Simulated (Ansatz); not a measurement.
**4 guesses for TaGe3Pd2 and where they end**

Method: DFT PBE, scalar-relativistic, plane waves, PAW (Ansatz). All cells share a 420 eV cutoff and Γ-centred k meshes spaced at most about 0.3 Å⁻¹ (about 0.25 or finer for metals, 2π included). No spin polarisation in the final relaxations.

Each guess was relaxed in cell and atoms at zero pressure, within the symmetry of its start. These are static total energies at zero pressure. Coordination counts Ge atoms around Pd and Ta (those within 1.25 times the shortest such distance or 1.15 times the sum of covalent radii, 1.27 where that leaves under three).

| guess | made from | start group | V start (Å³/atom) | end group | V end (Å³/atom) | coordination at the end | gap on mesh (eV) | E over the lowest end (meV/atom) |
| --- | --- | --- | --- | --- | --- | --- | --- | --- |
| 1 | DyB2Ru3 type | P6/mmm | 16.8 | P6/mmm | 17.5 | Ta 12, Pd 6 | 0 | 451 |
| 2 | Mg3HgAu2 type | P4/mmm | 16.3 | P4/mmm | 16.2 | Ta 8, Pd 8 | 0 | 0 |
| 3 | random cell | P6/mmm | 20.9 | P6/mmm | 27.5 | Ta 2, Pd 3 | 0 | 1276 |
| 4 | Li3Tl2Cd type | P4/mmm | 16.6 | ? | ? | ? | ? | ? |

Guess 4 as it starts:

```
Ta Ge Pd
1.0
     3.20409    0.00000    0.00000
     0.00000    3.20409    0.00000
     0.00000    0.00000    9.70082
Ta Ge Pd
1 3 2
Cartesian
  1.6020 1.6020 0.0000
  0.0000 0.0000 8.1396
  0.0000 0.0000 1.5612
  0.0000 0.0000 4.8504
  1.6020 1.6020 3.1511
  1.6020 1.6020 6.5498
```

Task: Predict the end of this guess and its energy over the lowest end.

Result: It ends in space group P4/mmm (No. 123), with a = 3.190 Å, c = 9.517 Å, 16.1 Å³/atom and no gap; its coordination is Ta 8, Pd 8. It lies 2 meV/atom over the lowest end, within the noise of guess 2 and below guess 1. Counting Ge atoms around Pd and Ta, this end and the lowest (guess 2) both have Ta 8, Pd 8.

```cif
data_structure
_symmetry_space_group_name_H-M 'P 1'
_symmetry_Int_Tables_number 1
_cell_length_a 3.1899
_cell_length_b 3.1899
_cell_length_c 9.5173
_cell_angle_alpha 90.000
_cell_angle_beta 90.000
_cell_angle_gamma 90.000
_cell_volume 96.84
loop_
_atom_site_label
_atom_site_type_symbol
_atom_site_fract_x
_atom_site_fract_y
_atom_site_fract_z
_atom_site_occupancy
Ta1 Ta 0.50000 0.50000 0.00000 1
Ge1 Ge 0.00000 0.00000 0.83179 1
Ge2 Ge 0.00000 0.00000 0.16821 1
Ge3 Ge 0.00000 0.00000 0.50000 1
Pd1 Pd 0.50000 0.50000 0.33037 1
Pd2 Pd 0.50000 0.50000 0.66963 1
```

Formation energies are uncorrected and refer to the elements' standard structures at the same level.

Task: Is the lowest end bound against the elements?

Result: Yes: its formation energy is −0.13 eV/atom. It lies below the elements, which doesn't yet make it stable against other compounds or structures.

The k mesh leaves some 4 meV/atom of noise in the energy of each metallic cell. These runs have no spin–orbit coupling, which can matter for Ta. Cells relaxed within their symmetry can be saddle points. A lower structure may well exist outside this small set. Some candidate types were left out of the draw beforehand, so a known form may be missing.
